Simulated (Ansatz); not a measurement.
CsHgCl$_{3}$ (cubic perovskite)

```xyz
5
Lattice="5.3251 0.0000 0.0000 0.0000 5.3251 0.0000 0.0000 0.0000 5.3251" Properties=species:S:1:pos:R:3 pbc="T T T"
Cs     0.0000     0.0000     0.0000
Hg     2.6626     2.6626     2.6626
Cl     0.0000     2.6626     2.6626
Cl     2.6626     0.0000     2.6626
Cl     2.6626     2.6626     0.0000
```

E(V) scan at fixed shape, V₀ the volume above. Symmetry pins the atoms to their sites.

Method: r2SCAN (plane waves to 500 eV, PAW, scalar-relativistic; Ansatz, a first-principles code). k mesh 9×9×9 (Γ-centred), Fermi-Dirac smearing 0.05 eV. The energy includes the smearing's −TS. Stress and pressure are positive under compression. At this level the bands of CsHgCl3 touch or barely overlap. CsHgCl3 was relaxed with its symmetry unable to fall. Spin-orbit coupling is left out, though Hg is heavy. ΔE is measured from the relaxed starting cell.

| V (Å³/atom) | ΔE (meV/atom) | P (GPa) |
|---|---|---|
| 27.181 | ? | 4.7 |
| 27.936 | 21 | 3.2 |
| 28.691 | 9 | 2.0 |
| 29.446 | 2 | 0.9 |
| 30.201 | 0 | 0.0 |
| 30.956 | 2 | -0.8 |
| 31.711 | 7 | -1.5 |
| 32.466 | 16 | -2.0 |
| 33.221 | 26 | -2.5 |

Problem. Complete the blanks.

Solution. 
- 27.181, ΔE (meV/atom): 39

(A scan under strain: stresses follow from slopes of the energy per volume, elastic moduli from its curvatures.)
